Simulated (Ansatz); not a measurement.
**Elastic constants of Mo at 7 GPa (stress–strain coefficients): input and output**

Computed with DFT LDA, scalar-relativistic, plane waves, PAW in Ansatz 0.2.0.

Launched with:
```bash
ansatz run input.yaml --threads 1 --pin off --max-ram 3072MiB --backend cpu --events-out ev --progress --plain --runs-dir out
```

Input (bare energies are in eV):
```yaml
crystal:
  lattice:
    - [-1.5440989044, 1.5440989044, 1.5440989044]
    - [1.5440989044, -1.5440989044, 1.5440989044]
    - [1.5440989044, 1.5440989044, -1.5440989044]
  atoms:
    - { symbol: Mo, position: [0.0, 0.0, 0.0] }
basis:
  ecutwfc: 420
kpoints:
  mp_grid: { grid: [20, 20, 20] }
hamiltonian:
  xc: lda
scf:
  occupations: { method: fermi_dirac, width: 0.15 }
output:
  forces: true
  stress: true
  eigenvalues: true
elastic:
  mode: relaxed_ion
  amplitude: 0.005
```

From the output:
```
--- Elastic constants: 2 strain directions × 4 members + reference (group order 48) ---
  dense FFT box of the reference and of every strained cell: 18×18×18
  strains applied: 11, 23; error gains: componentwise 1.00 (the most a stress slope's error grows in a printed constant), spectral 1.73 (1 for all six strains in a standard setting)
  C = ∂σ_k/∂η_j (tension-positive GPa; Voigt order 11 22 33 23 13 12):
       549.178    205.171    205.171      0.000      0.000      0.000
       205.171    549.178    205.171      0.000      0.000      0.000
       205.171    205.171    549.178     -0.000      0.000      0.000
         0.000     -0.000      0.000    116.072     -0.000     -0.000
        -0.000     -0.000      0.000      0.000    116.072     -0.000
        -0.000      0.000      0.000     -0.000     -0.000    116.072
  reference stress σ⁰ (GPa):     -7.005     -7.005     -7.005      0.000      0.000     -0.000
  C* (energy form; C + prestress term) asymmetry max|C*_kj − C*_jk| = 2.842e-14 GPa — a small one proves nothing (zero by symmetry where the batch's group is 432, −43m or m−3m); a large one is finite-difference/SCF noise where every solve ...
  moduli (Voigt/Reuss/Hill, GPa): K = 319.84/319.84/319.84   G = 138.44/133.43/135.94   E = 357.20   ν = 0.314
  mechanically stable: yes (min eigenvalue of sym C = 116.07 GPa)
  strain η (Voigt 11):  stress-route row diagonal C_11 = 549.18 GPa, energy-path curvature d²(F+E_count+ΔE)/dδ²/Ω₀ = 549.16 GPa
    cells at ±δ against ±2δ: C31 205.22 and 205.36 GPa, apart by 0.03 % of the column's largest entry
         δ    σ_11 (GPa) F (eV) n_scf n_hpsi n_pw
    -1.000e-2     -12.6675       -4842.8678875       7  128675    321   relax 0 steps, max|allowed force component| 0.00e0 eV/Å
    -5.000e-3      -9.7934       -4842.8730451       3  106956    321   relax 0 steps, max|allowed force component| 0.00e0 eV/Å
     5.000e-3      -4.3015       -4842.8794965       4  109512    321   relax 0 steps, max|allowed force component| 0.00e0 eV/Å
     1.000e-2      -1.6826       -4842.8808681       6  116341    321   relax 0 steps, max|allowed force component| 0.00e0 eV/Å
  strain η (Voigt 23):  stress-route row diagonal C_44 = 116.07 GPa, energy-path curvature d²(F+E_count+ΔE)/dδ²/Ω₀ = 119.58 GPa
    cells at ±δ against ±2δ: C44 116.09 and 116.14 GPa, apart by 0.04 % of the column's largest entry
         δ    σ_23 (GPa) F (eV) n_scf n_hpsi n_pw
    -1.000e-2      -1.1614       -4842.8763521       7  246931    321   relax 0 steps, max|allowed force component| 0.00e0 eV/Å
    -5.000e-3      -0.5804       -4842.8767643       3  186511    321   relax 0 steps, max|allowed force component| 0.00e0 eV/Å
     5.000e-3       0.5804       -4842.8767643       3  186463    321   relax 0 steps, max|allowed force component| 0.00e0 eV/Å
     1.000e-2       1.1614       -4842.8763521       6  212137    321   relax 0 steps, max|allowed force component| 0.00e0 eV/Å
```

The run took 62 s on 1 thread of Intel(R) Xeon(R) Processor @ 2.70GHz (shared host), peak memory 0.51 GiB.

In a metal, frequencies and elastic constants depend on the k mesh and the smearing, soft modes and shear constants most.